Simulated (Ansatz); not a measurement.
# Settings and field gradients in Li2V2SiGeO10

Cell: a Materials Project structure (computed, not necessarily an observed phase).

Space group C222 (No. 21); a = 9.0285, b = 9.1086, c = 4.6668 Å.

```csv
site,Wyckoff,site symmetry,x,y,z
Li,4g,.2.,0.5000,0.2601,0.0000
V,4k,..2,0.2500,0.7500,0.6089
Si,2d,222,0.0000,0.0000,0.5000
Ge,2c,222,0.5000,0.0000,0.5000
O7,8l,1,0.3980,0.3931,0.2943
O9,4k,..2,0.2500,0.7500,0.2590
O12,8l,1,0.3940,0.8869,0.7295
```

One atom of each set is listed; the run and its k-mesh use a cell of 16 atoms with edges of 6.41, 6.41, 4.67 Å.

Reference run. All values are calculated (Ansatz; DFT, PBE, plane waves and PAW, scalar-relativistic, 420 eV cutoff, Γ-centred 4×4×5 k-points, Fermi–Dirac smearing 0.02 eV), not measured.

It gives V_zz (10²¹ V/m²) O12 9.68 (η 0.47), V 3.50 (η 0.58), Ge -2.37 (η 0.37), among others. Each of these runs changes the input as listed (caps on SCF iterations aside):

A. scf.n_extra_bands: not typed → 4
B. hamiltonian.xc: pbe → revpbe

Task: Which of these changes matter for the gradients?

Result: 

| run | O12 V_zz (η) | V V_zz (η) | Ge V_zz (η) | largest change of a gradient tensor, all atoms | note |
| --- | --- | --- | --- | --- | --- |
| A | 9.68 (0.47) | 3.50 (0.58) | -2.37 (0.37) | 0.00 | converged |
| B | 9.76 (0.47) | 3.61 (0.56) | -2.39 (0.36) | 0.14 | converged |

Run B moves them most, on O9 (V_zz from -0.93 to -0.78).

On the reference run: The largest force is 1.2 eV/Å, so the atoms aren't at the calculated equilibrium and relaxing them would move these values. With these PAW files V_zz is typically within 2 to 3 % of all-electron values, but misses above 10 % occur on Li.
